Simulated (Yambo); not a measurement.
CsSnI3 (cubic perovskite, space group Pm-3m, No. 221), G0W0@LDA in Yambo with this input:

```
rim_cut
gw0
dyson
el_el_corr
HF_and_locXC
ppa
em1d
RandQpts= 1000000
RandGvec= 1 Ry
EXXRLvcs= 72 Ry
VXCRLvcs= 288 Ry
Chimod= "HARTREE"
% BndsRnXp
 1 | 436 |
%
NGsBlkXp= 8 Ry
% LongDrXp
 1.0 | 1.0 | 1.0 |
%
PPAPntXp= 27.2114 eV
% GbndRnge
 1 | 436 |
%
GTermKind= "BG"
DysSolver= "n"
ExtendOut
```

On a 2×2×2 mesh, with wavefunctions cut at 72 Ry, the gap (R → R) is 1.177 eV and the valence edge shifts by -0.648 eV.

Task: What happens with this change: 2 Ry block?

Result: The gap falls by 0.358 eV, to 0.819 eV; the shift of the valence edge becomes -0.122 eV. Neither run is shown to be the converged limit.

The standard potential for Sn keeps a d shell in the valence without the s and p states of that shell. In tests on such compounds this moved G0W0 gaps by up to about 0.9 eV, so absolute quasiparticle energies here are unreliable; differences between settings are what counts.

Spin-orbit coupling is not included.

Geometry of the Materials Project entry, not relaxed at this level; primitive cell a = b = c = 6.286 Å, α = β = γ = 90.00°.

A shift is the quasiparticle energy of the state minus its LDA energy.
